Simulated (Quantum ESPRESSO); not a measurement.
## SnMo2Ti4Re (input and log of a self-consistent run)

Simulated, not a measurement. The program is pw.x of Quantum ESPRESSO 7.5 (plane-wave density functional theory). The cell is made up: eight metal atoms on a face-centred cubic lattice, with elements, volume, strain and displacements drawn at random and not relaxed, so it may be unstable or far from any real phase. PseudoDojo standard norm-conserving files set the functional (PBE unless stated); there is no spin polarisation or spin-orbit coupling, the Fermi-Dirac width of 0.25 eV means electrons at about 2900 K, and the masses in the input are unused placeholders. The tin pseudopotential is less sure than most, with forces differing by about three percent from a second method on plain tin. Heavy elements are run without spin-orbit coupling, which real alloys of them have. A spin test at this wide smearing found no moment, but such smearing suppresses magnetism that the real alloy may have.

Input:

```
&control calculation='scf', pseudo_dir='./dojo.nc.sr.pbe.v0_5.standard.upf', outdir='./o', disk_io='minimal', tprnfor=.true., tstress=.true. /
&system ibrav=0, nat=8, ntyp=4, nbnd=70, ecutwfc=84.00895049, nosym=.true., tot_charge=0,
 occupations='smearing', smearing='fd', degauss=0.0183746611
/
&electrons conv_thr=1.470e-08, electron_maxstep=70, mixing_beta=0.5 /
ATOMIC_SPECIES
Mo 1.0 Mo.upf
Re 1.0 Re.upf
Sn 1.0 Sn.upf
Ti 1.0 Ti.upf
CELL_PARAMETERS angstrom
-0.0303 2.1163 2.1055
0.0279 4.2108 -4.1892
-8.4239 -2.0726 2.1832
ATOMIC_POSITIONS angstrom
Sn 0.0722 0.0097 0.0052
Mo -4.2423 -0.0326 0.0409
Ti 0.045 2.1147 -2.0301
Ti -4.2404 2.0186 -2.1007
Re -6.319 0.044 2.1589
Ti -2.2404 2.1674 0.0884
Mo -6.2836 2.0702 -0.0407
Ti -2.1596 4.3489 -2.0802
K_POINTS automatic
8 4 3 1 1 1
```

The log is shortened where brackets say so; the opening notice, blank lines, dates and the lines on written files are dropped, and the path of the files is cut. It prints rydbergs, bohrs and kilobars, and counts compression as positive stress. Its total energy is the free energy E - TS of the whole cell.

```
     Program PWSCF v.7.5
     Parallel version (MPI & OpenMP), running on       4 processor cores
     Number of MPI processes:                 4
     Threads/MPI process:                     1
     [start-up lines left out]
     bravais-lattice index     =            0
     lattice parameter (alat)  =       5.6416  a.u.
     unit-cell volume          =    1006.1887 (a.u.)^3
     number of atoms/cell      =            8
     number of atomic types    =            4
     number of electrons       =       105.00
     number of Kohn-Sham states=           70
     kinetic-energy cutoff     =      84.0090  Ry
     charge density cutoff     =     336.0358  Ry
     scf convergence threshold =      1.5E-08
     mixing beta               =       0.5000
     number of iterations used =            8  plain     mixing
     Exchange-correlation= PBE
                           (   1   4   3   4   0   0   0)
     [axes and pseudopotential details left out]
   Cartesian axes
     site n.     atom                  positions (alat units)
         1        Sn     tau(   1) = (   0.0241841   0.0032491   0.0017418  )
         2        Mo     tau(   2) = (  -1.4210028  -0.0109197   0.0136999  )
         3        Ti     tau(   3) = (   0.0150732   0.7083409  -0.6800032  )
         4        Ti     tau(   4) = (  -1.4203664   0.6761512  -0.7036515  )
         5        Re     tau(   5) = (  -2.1166152   0.0147383   0.7231462  )
         6        Ti     tau(   6) = (  -0.7504454   0.7259933   0.0296105  )
         7        Mo     tau(   7) = (  -2.1047576   0.6934352  -0.0136329  )
         8        Ti     tau(   8) = (  -0.7233806   1.4567096  -0.6967848  )
     number of k points=    48  Fermi-Dirac smearing, width (Ry)=  0.0184
                       cart. coord. in units 2pi/alat
        k(    1) = (  -0.0810192   0.0880843  -0.0010822), wk =   0.0416667
        k(    2) = (   0.1556690   0.0889945   0.0014091), wk =   0.0416667
     [further k points left out]
     Dense  grid:   104755 G-vectors     FFT dimensions: (  36,  72, 100)
     Estimated max dynamical RAM per process >     355.24 MB
     Estimated total dynamical RAM >       1.31 GB
     Initial potential from superposition of free atoms
     starting charge     104.9889, renormalised to     105.0000
     Starting wfcs are   79 randomized atomic wfcs
     total cpu time spent up to now is        5.6 secs
     per-process dynamical memory:   275.7 Mb
     Self-consistent Calculation
     iteration #  1     ecut=    84.01 Ry     beta= 0.50
     Davidson diagonalization with overlap
     ethr =  1.00E-02,  avg # of iterations =  2.3
     total cpu time spent up to now is       17.4 secs
     total energy              =   -1085.14219164 Ry
     estimated scf accuracy    <       3.19768485 Ry
     iteration #  2     ecut=    84.01 Ry     beta= 0.50
     Davidson diagonalization with overlap
     ethr =  3.05E-03,  avg # of iterations =  6.0
     total cpu time spent up to now is       34.6 secs
     total energy              =   -1083.76131581 Ry
     estimated scf accuracy    <      72.38022116 Ry
     iteration #  3     ecut=    84.01 Ry     beta= 0.50
     Davidson diagonalization with overlap
     ethr =  3.05E-03,  avg # of iterations =  5.7
     total cpu time spent up to now is       48.8 secs
     total energy              =   -1086.53085967 Ry
     estimated scf accuracy    <      10.92991074 Ry
     iteration #  4     ecut=    84.01 Ry     beta= 0.50
     Davidson diagonalization with overlap
     ethr =  3.05E-03,  avg # of iterations =  2.0
     total cpu time spent up to now is       58.8 secs
     total energy              =   -1087.04324149 Ry
     estimated scf accuracy    <       1.44136529 Ry
     iteration #  5     ecut=    84.01 Ry     beta= 0.50
     Davidson diagonalization with overlap
     ethr =  1.37E-03,  avg # of iterations =  1.2
     total cpu time spent up to now is       68.1 secs
     total energy              =   -1087.07970272 Ry
     estimated scf accuracy    <       0.76480337 Ry
     [iterations 6 to 23 left out]
     iteration # 24     ecut=    84.01 Ry     beta= 0.50
     Davidson diagonalization with overlap
     ethr =  8.38E-10,  avg # of iterations =  5.8
     total cpu time spent up to now is      305.2 secs
     total energy              =   -1087.12695931 Ry
     estimated scf accuracy    <       0.00000020 Ry
     iteration # 25     ecut=    84.01 Ry     beta= 0.50
     Davidson diagonalization with overlap
     ethr =  1.91E-10,  avg # of iterations =  3.4
     total cpu time spent up to now is      317.0 secs
     total energy              =   -1087.12695933 Ry
     estimated scf accuracy    <       0.00000005 Ry
     iteration # 26     ecut=    84.01 Ry     beta= 0.50
     Davidson diagonalization with overlap
     ethr =  4.68E-11,  avg # of iterations =  4.5
     total cpu time spent up to now is      329.4 secs
     total energy              =   -1087.12695932 Ry
     estimated scf accuracy    <       0.00000008 Ry
     iteration # 27     ecut=    84.01 Ry     beta= 0.50
     Davidson diagonalization with overlap
     ethr =  4.68E-11,  avg # of iterations =  2.1
     total cpu time spent up to now is      339.9 secs
     total energy              =   -1087.12695933 Ry
     estimated scf accuracy    <       0.00000015 Ry
     iteration # 28     ecut=    84.01 Ry     beta= 0.50
     Davidson diagonalization with overlap
     ethr =  4.68E-11,  avg # of iterations =  1.0
     total cpu time spent up to now is      349.6 secs
     End of self-consistent calculation
     [lines on levels left out]
!    total energy              =   -1087.12695933 Ry
     estimated scf accuracy    <          3.8E-09 Ry
     smearing contrib. (-TS)   =      -0.17509256 Ry
     internal energy E=F+TS    =   -1086.95186677 Ry
     The total energy is F=E-TS. E is the sum of the following terms:
     one-electron contribution =    -307.68533584 Ry
     hartree contribution      =     200.38098704 Ry
     xc contribution           =    -189.25977905 Ry
     ewald contribution        =    -790.38773892 Ry
     convergence has been achieved in  28 iterations
     Forces acting on atoms (cartesian axes, Ry/au):
     atom    1 type  3   force =    -0.00309592    0.00003508   -0.00685447
     atom    2 type  1   force =    -0.04055835   -0.00131286    0.01136692
     atom    3 type  4   force =     0.03724373    0.00889669   -0.00484200
     atom    4 type  4   force =    -0.01968634    0.01664959   -0.00781919
     atom    5 type  2   force =     0.01840036    0.00845886   -0.01037582
     atom    6 type  4   force =     0.00283796   -0.00638224   -0.00741770
     atom    7 type  1   force =     0.01770083   -0.00719724    0.01916126
     atom    8 type  4   force =    -0.01284228   -0.01914789    0.00678099
     Total force =     0.077327     Total SCF correction =     0.000238
     Computing stress (Cartesian axis) and pressure
          total   stress  (Ry/bohr**3)                   (kbar)     P=     -107.19
  -0.00084898  -0.00000029   0.00006707         -124.89       -0.04        9.87
  -0.00000029  -0.00068061   0.00014086           -0.04     -100.12       20.72
   0.00006707   0.00014086  -0.00065639            9.87       20.72      -96.56
     init_run     :      5.19s CPU      5.39s WALL (       1 calls)
     electrons    :    336.57s CPU    343.97s WALL (       1 calls)
     forces       :      1.70s CPU      1.75s WALL (       1 calls)
     stress       :      5.75s CPU      5.78s WALL (       1 calls)
     [timing details left out]
     PWSCF        :   5m49.45s CPU   5m57.19s WALL
     JOB DONE.
```

In other units: free energy -14791.116 eV for the cell, pressure -10.72 GPa, largest force component 1.043 eV/Å in size. The run took 359 s of wall time with four MPI processes on a shared machine (Intel Xeon, 2023 or later, virtual cores), so the time is rough. A rerun of this cell at a higher cutoff and on a denser mesh moved values by no more than 0.005 eV in energy, 0.02 GPa in stress and 0.008 eV/Å in force, and a second program with other atomic files agreed on that cell to 2 % rms in force and 0.5 GPa in pressure.